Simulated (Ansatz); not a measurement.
ScPd$_{3}$C (anti-perovskite, space group No. 221), PBEsol (plane waves, PAW; program Ansatz), all energies at zero smearing, with the estimated change up to a 700 eV cutoff added, with one set of potentials and settings (totals compare only within such a set). Cell of 5 atoms (1 Sc, 3 Pd, 1 C): -23079.315 eV.

```json
[
 {"element": "Sc", "reference phase": "P6_3/mmc, 2 atoms in the cell", "E (eV/atom)": "-2111.3717"},
 {"element": "Pd", "reference phase": "Fm-3m, 1 atoms in the cell", "E (eV/atom)": "-6906.7071"},
 {"element": "C", "reference phase": "P6_3/mmc, 4 atoms in the cell", "E (eV/atom)": "-246.6953"}
]
```

Formation energy per atom, worked out: (-23079.315 − 1×(-2111.3717) − 3×(-6906.7071) − 1×(-246.6953))/5 = -0.225 eV/atom (-22 kJ per mol of atoms), at 0 K, without zero-point energy or fitted corrections.

Space group Pm-3m (anti-perovskite). The start of the workflow was typed in or built on a structure type; neither database checked (COD, Materials Project) lists it. Its standing as an ambient phase is unchecked. Symmetry was held in the PBEsol relaxation; phonons show weakly imaginary modes. No spin polarisation was allowed. The references are the lowest solids computed at this level, not always the standard phases.

Potentials: the earlier of the program's two PAW sets. The files were generated under PBE; for other functionals the program regenerates the frozen cores, and for LDA and PBEsol the local potential too.
